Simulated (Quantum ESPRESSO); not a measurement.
Space group P6₃/mmc (No. 194); a = 2.465 Å, b = 2.465 Å, c = 6.701 Å, α = 90.00°, β = 90.00°, γ = 120.00°

```tsv
atom	site	symmetry	x	y	z
C	2b	-6m2	0.0000	0.0000	0.2500
C	2c	-6m2	0.3333	0.6667	0.2500
```

Cell and atoms were relaxed with PBE+D3(BJ) from Materials Project entry mp-48, within its symmetry.

Q: What does PBEsol (pw.x of Quantum ESPRESSO, ONCV potentials, no spin-orbit coupling) give for the electronic structure near the Fermi level?

A: At this level the gap is closed or nearly so: along the path the highest valence and lowest conduction bands touch, or overlap by less than 0.6 eV, a zero-gap or semimetallic result; the valence top lies at 75 % of the way from K to H, the conduction bottom at K, 0.03 eV lower.
